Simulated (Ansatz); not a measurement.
Ta$_{5}$As$_{4}$ in space group I4/m (No. 87; Ta on 2a, As on 8h, Ta on 8h) under volume change, LDA (plane waves, PAW; program Ansatz), shape and atoms relaxed at each volume.

```json
[
 {"V (Å³/atom)": "16.073", "E − E(relaxed) (meV/atom)": "76.3", "P (GPa)": "16.75"},
 {"V (Å³/atom)": "16.603", "E − E(relaxed) (meV/atom)": "32.0", "P (GPa)": "10.23"},
 {"V (Å³/atom)": "17.133", "E − E(relaxed) (meV/atom)": "7.5", "P (GPa)": "4.69"},
 {"V (Å³/atom)": "17.662", "E − E(relaxed) (meV/atom)": "0.0", "P (GPa)": "0.01"},
 {"V (Å³/atom)": "18.192", "E − E(relaxed) (meV/atom)": "6.6", "P (GPa)": "-3.86"},
 {"V (Å³/atom)": "18.722", "E − E(relaxed) (meV/atom)": "25.1", "P (GPa)": "-7.25"},
 {"V (Å³/atom)": "19.252", "E − E(relaxed) (meV/atom)": "54.0", "P (GPa)": "-10.14"}
]
```

What does a third-order Birch–Murnaghan fit give for V₀, B₀ and B′?

V₀ = 17.67 Å³/atom, B₀ = 143 GPa, B′ = 4.5.

The workflow started from an entry of the Crystallography Open Database (COD). Whether it is the stable phase at ambient conditions was not checked. The cell was relaxed with LDA under the symmetry of its start; whether a distortion lowers the energy is not shown. The run is not spin-polarised. Spin–orbit coupling is left out wherever it is not named.

Potentials: the later of the program's two PAW sets.
